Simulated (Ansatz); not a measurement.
Computed properties of BAs

BAs:
```cif
data_As3B3
_chemical_formula_sum 'B3 As3'
_space_group_name_H-M_alt 'P 1'
_space_group_IT_number 1
_cell_length_a 3.45874
_cell_length_b 3.45874
_cell_length_c 7.48163
_cell_angle_alpha 90.000
_cell_angle_beta 90.000
_cell_angle_gamma 120.000
loop_
_space_group_symop_operation_xyz
  'x, y, z'
loop_
_atom_site_label
_atom_site_type_symbol
_atom_site_fract_x
_atom_site_fract_y
_atom_site_fract_z
_atom_site_occupancy
B1 B 0.50000 0.00000 0.50000 1
B2 B 0.00000 0.50000 0.16667 1
B3 B 0.50000 0.50000 0.83333 1
As1 As 0.50000 0.00000 0.00000 1
As2 As 0.00000 0.50000 0.66667 1
As3 As 0.50000 0.50000 0.33333 1
```

Space group P6_222 (No. 180); conventional cell a = b = 3.459 Å, c = 7.482 Å, α = β = 90.00°, γ = 120.00°.

Method: DFT-PBE in the program Ansatz with PAW potentials. Geometry: relaxed at this level of theory. Other levels are named where they apply.

### Cell and energy

```json
{
 "volume_per_atom": "12.92 Å³",
 "density": "5.51 g/cm³",
 "Formation energy from the elements (no fitted shifts)": "41 kJ/mol-atom"
}
```

### Electronic structure

```json
{
  "band_gap": "0.48 eV (indirect)",
  "valence_band_maximum": "at Γ",
  "conduction_band_minimum": "at M (3 equivalent valleys)",
  "smallest_direct_gap_on_the_standard_path": "2.13 eV",
  "electron_effective_mass": "0.21, 0.33, 0.35 mₑ (principal values)",
  "hole_effective_mass": "0.18, 0.45, 0.45 mₑ (principal values)",
  "Gap with spin–orbit coupling": "0.47 eV (the band order may be inverted)"
}
```

### Mechanics

```json
{
  "Bulk modulus (Birch–Murnaghan fit)": "136 GPa",
  "Pressure derivative B′": "4.3"
}
```

The start of the workflow was typed in or built on a structure type; neither database checked (COD, Materials Project) lists it. It is not the phase usual at ambient conditions (space group No. 216). The cell was relaxed with PBE under the symmetry of its start; whether a distortion lowers the energy is not shown. Its formation energy is positive at this level, so the cell may be metastable or incomplete. The references are the lowest solids computed at this level, not always the standard phases. Scalar-relativistic: spin–orbit coupling is off unless named, which matters more the heavier the elements.

Potentials: the later of the program's two PAW sets.
